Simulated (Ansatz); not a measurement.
An Ansatz (a first-principles code) run. Input:

Ansatz 0.2 input:
```yaml
crystal:
  lattice:
    - [3.3805163926, 0.0, 0.0]
    - [-1.6902581963, 2.9276130739, 0.0]
    - [0.0, 0.0, 5.6230226382]
  atoms:
    - { symbol: Zn, position: [0.0, 0.0, 0.996460853] }
    - { symbol: Cd, position: [0.6666666667, 0.3333333333, 0.4891951379] }
    - { symbol: O, position: [0.6666666667, 0.3333333333, 0.0982142875] }
    - { symbol: O, position: [0.0, 0.0, 0.6521297216] }
kpoints:
  mp_grid: { grid: [8, 8, 4] }
hamiltonian:
  xc: r2scan
  pseudopotentials: { kind: paw }
scf:
  occupations: { method: fixed }
output:
  optics: { e_range: [0.0, 15.0], de: 0.05, sigma: 0.1, bands: { spectra_wanted_up_to: 12 eV } }
```

Output (shortened):

```
output.optics: the spectra are integrated over the Brillouin zone by k·p interpolation around the k-points, where levels, occupations, output.optics.sigma and …
Pseudopotential: Zn, paw, valence charge 12
Pseudopotential: Cd, paw, valence charge 20
Pseudopotential: O, paw, valence charge 6
Functional definition: r2SCAN
Crystal: 4 atoms, lattice volume = 55.650 Å³
Basis set: ecut = 500 eV, 1401 PW (Γ), exchange–correlation on 100×100×180 points (64 copies of the dense FFT grid, shifted against one another)
Bands: 27, of which v1, the nominal top of the filled ones, is band 22 counted from 1 (21 counted from 0)
Symmetry: 6 space group operations
Space group: P3m1 (ITA 156), of the structure as read, at distance tolerance 3.8e-5 Å
k-points: 35 of 256 (time reversal used)
SCF iter   1: F=—  HF=-12731.204893 eV  |F-HF|=—  |Δ(HF+E_count)|=         —  Δρ=1.57e-2  dr2=8.76e-2  dr2_τ=1.08e-1  ethr=1.77e-3  ⟨swp⟩=4.9  Hψ=3329  notcnv=0  defer=103
preconditioner: auto → Resta (q_TF=auto, 2.624 Å⁻¹)
SCF iter   2: F=—  HF=-12731.234908 eV  |F-HF|=—  |Δ(HF+E_count)|=   3.00e-2  Δρ=5.12e-3  dr2=1.01e-2  dr2_τ=1.54e-3  ethr=1.99e-4  ⟨swp⟩=2.0  Hψ=1866  notcnv=0  defer=105
SCF iter   3: F=—  HF=-12731.233843 eV  |F-HF|=—  |Δ(HF+E_count)|=   1.07e-3  Δρ=3.92e-3  dr2=4.61e-3  dr2_τ=3.57e-4  ethr=2.29e-5  ⟨swp⟩=2.0  Hψ=1376  notcnv=0  defer=105
SCF iter   4: F=—  HF=-12731.233255 eV  |F-HF|=—  |Δ(HF+E_count)|=   5.88e-4  Δρ=6.22e-4  dr2=2.64e-4  dr2_τ=5.26e-5  ethr=1.05e-5  ⟨swp⟩=2.0  Hψ=1347  notcnv=0  defer=105
SCF iter   5: F=—  HF=-12731.233265 eV  |F-HF|=—  |Δ(HF+E_count)|=   9.86e-6  Δρ=3.13e-4  dr2=3.39e-5  dr2_τ=3.40e-6  ethr=6.01e-7  ⟨swp⟩=2.0  Hψ=1543  notcnv=0  defer=105
SCF iter   6: F=—  HF=-12731.233290 eV  |F-HF|=—  |Δ(HF+E_count)|=   2.56e-5  Δρ=1.15e-4  dr2=8.21e-6  dr2_τ=6.73e-7  ethr=7.70e-8  ⟨swp⟩=2.0  Hψ=1383  notcnv=0  defer=35
SCF iter   7: F=—  HF=-12731.233289 eV  |F-HF|=—  |Δ(HF+E_count)|=   6.40e-7  Δρ=4.25e-5  dr2=8.92e-7  dr2_τ=1.11e-7  ethr=1.87e-8  ⟨swp⟩=2.2  Hψ=1499  notcnv=0  defer=35
SCF iter   8: F=—  HF=-12731.233299 eV  |F-HF|=—  |Δ(HF+E_count)|=   9.17e-6  Δρ=1.79e-5  dr2=1.48e-7  dr2_τ=1.61e-8  ethr=2.03e-9  ⟨swp⟩=2.0  Hψ=1541  notcnv=0  defer=35
SCF iter  13: F=-12731.233299 eV  HF=-12731.233299 eV  |F-HF|=5.46e-12  |Δ(HF+E_count)|=  2.18e-11  Δρ=1.20e-7  dr2=8.19e-12  dr2_τ=4.44e-13  ethr=1.00e-12  ⟨swp⟩=7.2  Hψ=3884  notcnv=0
SCF 1 converged in 13 iterations: F = -12731.233299 eV  dr2 = 8.19e-12
NSCF: frozen V_eff on 35 k-points
Optics k sum: 0 of 35 k-points
Optics k sum: 2 of 35 k-points
Optics k sum: 4 of 35 k-points
Optics k sum: 6 of 35 k-points
Optics k sum: 7 of 35 k-points
Optics k sum: 9 of 35 k-points
Optics k sum: 11 of 35 k-points
Optics k sum: 13 of 35 k-points
Optics k sum: 14 of 35 k-points
Optics k sum: 16 of 35 k-points
Optics k sum: 18 of 35 k-points
Optics k sum: 20 of 35 k-points
Optics k sum: 21 of 35 k-points
Optics k sum: 23 of 35 k-points
Optics k sum: 25 of 35 k-points
Optics k sum: 27 of 35 k-points
Optics k sum: 28 of 35 k-points
Optics k sum: 30 of 35 k-points
Optics k sum: 32 of 35 k-points
Optics k sum: 34 of 35 k-points
Optics k sum: 35 of 35 k-points
Optics k sum: 0 of 35 k-points
Optics k sum: 2 of 35 k-points
Optics k sum: 4 of 35 k-points
Optics k sum: 6 of 35 k-points
Optics k sum: 7 of 35 k-points
Optics k sum: 9 of 35 k-points
Optics k sum: 11 of 35 k-points
Optics k sum: 13 of 35 k-points
Optics k sum: 14 of 35 k-points
Optics k sum: 16 of 35 k-points
Optics k sum: 18 of 35 k-points
Optics k sum: 20 of 35 k-points
Optics k sum: 21 of 35 k-points
Optics k sum: 23 of 35 k-points
Optics k sum: 25 of 35 k-points
Optics k sum: 27 of 35 k-points
Optics k sum: 28 of 35 k-points
Optics k sum: 30 of 35 k-points
Optics k sum: 32 of 35 k-points
Optics k sum: 34 of 35 k-points
Optics k sum: 35 of 35 k-points
NSCF: frozen V_eff on 1 k-points
NSCF: frozen V_eff on 1 k-points
output.optics: what the bands over the 39 summed would add to eps1, eps2 and the energy-loss function is held between a lower and an upper bound (8 Lanczos …
SCF converged after 13 iterations
Free energy (F): -12731.233299 eV
Harris-Foulkes:  -12731.233299 eV  (|F-HF|=5.46e-12)
Internal energy: -12731.233299 eV  (E = F + TS)
E sigma→0 (E₀):  -12731.233299 eV
Fermi energy:    8.040929 eV
--- Per-component energies (eV) ---
  E_band       = -444.141242
  E_kinetic    = 987.035826
  E_local      = -5681.838756  (includes V_loc(G=0)·N_el)
  E_nonlocal   = 755.046347
  E_hartree    = 2512.625049
  E_xc         = -437.290477
  E_vxc        = -508.145749  (∫ρ·V_xc dr)
  E_paw        = -6281.861233  (= ΣΔE_a)
  E_vpaw       = -1054.993328  (= ΣTr[D̂ρ^β])
  E_aug_tail   = 0.001951  (compensation charges beyond the density's cutoff)
  E_vtau       = 33.502325  (kinetic-family band-sum trace: ∫τ·v_τ [+ j·A + Jᵃ·Aᵃ] dr)
  E_ewald      = -4584.140735
  E_core_change = -0.811271  (= ΣΔE_core)
  E_smearing   =  0.000000  (= −TS)
  E_closure    =  0.000000  (closes the sum)
  Σ components = -12731.233299   (vs F -12731.233299, Δ=0.00e0)
  [band-id]    e_kinetic+e_local+e_nonlocal+2·e_hartree+e_vxc+e_vpaw+e_augmentation_tail+e_vtau = -444.141284   (vs E_band -444.141242, Δ=-4.17e-5)
--- Band table (eV; the first three rows and the last of 35) ---
  k-point 0: bands = ["-94.9692", "-55.1701", "-55.1701", "-55.1260", "-10.4048", "-9.8898", "0.7333", "0.7333", "0.8427", "1.5410", "1.5410", "2.6274", "2.6274", "2.9990", "3.4319", "3.5448", "3.5448", "7.2107", "7.2107", "7.8720", "8.0409", "8.0409", …
  k-point 1: bands = ["-94.9692", "-55.1701", "-55.1701", "-55.1260", "-10.3515", "-9.9428", "0.7284", "0.7320", "0.7320", "1.5332", "1.5332", "2.5434", "2.6331", "2.6331", "3.5452", "3.5452", "4.3386", "6.8857", "7.3137", "7.3137", "7.9390", "7.9390", …
  k-point 2: bands = ["-94.9692", "-55.1701", "-55.1701", "-55.1260", "-10.2780", "-10.0162", "0.6214", "0.7308", "0.7308", "1.5253", "1.5253", "2.3574", "2.6391", "2.6391", "3.5454", "3.5454", "5.4963", "5.7652", "7.4746", "7.4746", "7.7792", "7.7792", …
  k-point 34: bands = ["-94.9686", "-55.1791", "-55.1761", "-55.1247", "-9.8645", "-9.8128", "0.8411", "1.0644", "1.3178", "1.4883", "1.7464", "2.7999", "3.0148", "3.2766", "3.4653", "3.7699", "3.9900", "4.8097", "5.4306", "6.1376", "6.7332", "6.8807", …
```

Cost: about 4 core-minutes (a rough figure) on shared cores.

The first step of the workflow began from a Materials Project structure, measured or hypothetical; the Crystallography Open Database copy checked does not list it. Whether it is the stable phase at ambient conditions was not checked. Symmetry was held in the r²SCAN relaxation; of distortions, only those at the zone centre were tested. Scalar-relativistic: spin–orbit coupling is off unless named, which matters more the heavier the elements.

Potentials: the later of the program's two PAW sets.

Ansatz is a plane-wave DFT program.
